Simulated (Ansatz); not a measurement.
Method: Ansatz 0.2.0, DFT PBE, scalar-relativistic, plane waves, PAW. Settings: cutoff 420 eV, Γ-centred meshes spaced at most about 0.3 Å⁻¹, and about 0.25 Å⁻¹ or finer for metals (2π included), Gaussian smearing. Collinear spin in cells that started with moments and kept them past the coarse steps, no spin elsewhere.

These are static total energies at zero pressure. All come from trial cells, and lower structures may exist.

Question: These unrelaxed guesses for TiSnTe3 are each relaxed within their symmetry. Order them by the energy at which they end, lowest first.
A.

```cif
data_structure
_symmetry_space_group_name_H-M 'Pm-3m'
_symmetry_Int_Tables_number 221
_cell_length_a 5.3471
_cell_length_b 5.3471
_cell_length_c 5.3471
_cell_angle_alpha 90.000
_cell_angle_beta 90.000
_cell_angle_gamma 90.000
_cell_volume 152.88
loop_
_atom_site_label
_atom_site_type_symbol
_atom_site_symmetry_multiplicity
_atom_site_Wyckoff_symbol
_atom_site_fract_x
_atom_site_fract_y
_atom_site_fract_z
_atom_site_occupancy
Ti1 Ti 1 b 0.50000 0.50000 0.50000 1
Sn1 Sn 1 a 0.00000 0.00000 0.00000 1
Te1 Te 3 c 0.50000 0.50000 0.00000 1
```

B.

```cif
data_structure
_symmetry_space_group_name_H-M 'P4/mmm'
_symmetry_Int_Tables_number 123
_cell_length_a 4.1567
_cell_length_b 4.1567
_cell_length_c 8.9201
_cell_angle_alpha 90.000
_cell_angle_beta 90.000
_cell_angle_gamma 90.000
_cell_volume 154.12
loop_
_atom_site_label
_atom_site_type_symbol
_atom_site_symmetry_multiplicity
_atom_site_Wyckoff_symbol
_atom_site_fract_x
_atom_site_fract_y
_atom_site_fract_z
_atom_site_occupancy
Ti1 Ti 1 a 0.00000 0.00000 0.00000 1
Sn1 Sn 1 b 0.00000 0.00000 0.50000 1
Te1 Te 2 g 0.00000 0.00000 0.76101 1
Te2 Te 1 d 0.50000 0.50000 0.50000 1
```

C.

```cif
data_structure
_symmetry_space_group_name_H-M 'P6/mmm'
_symmetry_Int_Tables_number 191
_cell_length_a 5.3813
_cell_length_b 5.3813
_cell_length_c 7.1539
_cell_angle_alpha 90.000
_cell_angle_beta 90.000
_cell_angle_gamma 120.000
_cell_volume 179.41
loop_
_atom_site_label
_atom_site_type_symbol
_atom_site_symmetry_multiplicity
_atom_site_Wyckoff_symbol
_atom_site_fract_x
_atom_site_fract_y
_atom_site_fract_z
_atom_site_occupancy
Ti1 Ti 1 a 0.00000 0.00000 0.00000 1
Sn1 Sn 1 b 0.00000 0.00000 0.50000 1
Te1 Te 3 f 0.50000 0.00000 0.00000 1
```

D.

```cif
data_structure
_symmetry_space_group_name_H-M 'P4mm'
_symmetry_Int_Tables_number 99
_cell_length_a 5.0247
_cell_length_b 5.0247
_cell_length_c 6.8832
_cell_angle_alpha 90.000
_cell_angle_beta 90.000
_cell_angle_gamma 90.000
_cell_volume 173.78
loop_
_atom_site_label
_atom_site_type_symbol
_atom_site_symmetry_multiplicity
_atom_site_Wyckoff_symbol
_atom_site_fract_x
_atom_site_fract_y
_atom_site_fract_z
_atom_site_occupancy
Ti1 Ti 1 b 0.50000 0.50000 0.86556 1
Sn1 Sn 1 a 0.00000 0.00000 0.75146 1
Te1 Te 2 c 0.00000 0.50000 0.63586 1
Te2 Te 1 a 0.00000 0.00000 0.25576 1
```

Answer: A (ends in Pm-3m, cubic perovskite type, 0 meV/atom), D (ends in P4mm, 202 meV/atom), C (ends in P6/mmm, 0.37 eV/atom), B (ends in P4/mmm, 0.46 eV/atom).

No dispersion correction is applied, so the spacing and binding between layers, chains or molecules are poorly described (P4mm), and this can change margins and order among such cells. Spin–orbit coupling, which can matter for Te, is left out. The magnetic state reached may not be the lowest. Cells relaxed within their symmetry can be saddle points. Some structure types and database cells were kept out of the candidates from the start, so a known form may be missing.
